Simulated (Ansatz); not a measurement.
Consider the following.

LiTaO3:
```cif
data_LiO3Ta
_chemical_formula_sum 'Ta1 Li1 O3'
_space_group_name_H-M_alt 'P4mm'
_space_group_IT_number 99
_space_group_name_Hall 'P 4 -2'
_cell_length_a 3.89424
_cell_length_b 3.89424
_cell_length_c 3.95837
_cell_angle_alpha 90.000
_cell_angle_beta 90.000
_cell_angle_gamma 90.000
loop_
_atom_site_label
_atom_site_type_symbol
_atom_site_symmetry_multiplicity
_atom_site_Wyckoff_symbol
_atom_site_fract_x
_atom_site_fract_y
_atom_site_fract_z
_atom_site_occupancy
Ta1 Ta 1 b 0.50000 0.50000 0.40518 1
Li1 Li 1 a 0.00000 0.00000 0.15896 1
O1 O 1 b 0.50000 0.50000 0.86672 1
O2 O 2 c 0.00000 0.50000 0.33757 1
```

This is the LDA-relaxed structure.

Q: All from LDA (plane waves, PAW; program Ansatz), unless another level is named. Give the smallest direct gap on the standard path.

A: 2.98 eV.

Q: What about the band gap?

A: 2.13 eV (indirect).

Q: Give the electron effective mass.

A: 0.30, 0.30, 13 mₑ (principal values).

Q: Predict the formation energy from the elements (no fitted shifts).

A: -2.75 eV/atom.

Q: Predict the conduction-band minimum.

A: at Γ.

Q: And the valence-band maximum?

A: on the R–A line, 2 % of the way from R.

The start of the workflow was typed in or built on a structure type; neither database checked (COD, Materials Project) lists it. It is not the phase usual at ambient conditions (space group No. 161). Symmetry was held in the LDA relaxation. At this level the phase is dynamically unstable (imaginary phonons). No spin polarisation was allowed. The references are the lowest solids computed at this level, not always the standard phases (solids in place of the gases). Spin–orbit coupling is left out wherever it is not named.

Potentials: the earlier of the program's two PAW sets. The files were generated under PBE; for other functionals the program regenerates the frozen cores, and for LDA and PBEsol the local potential too.
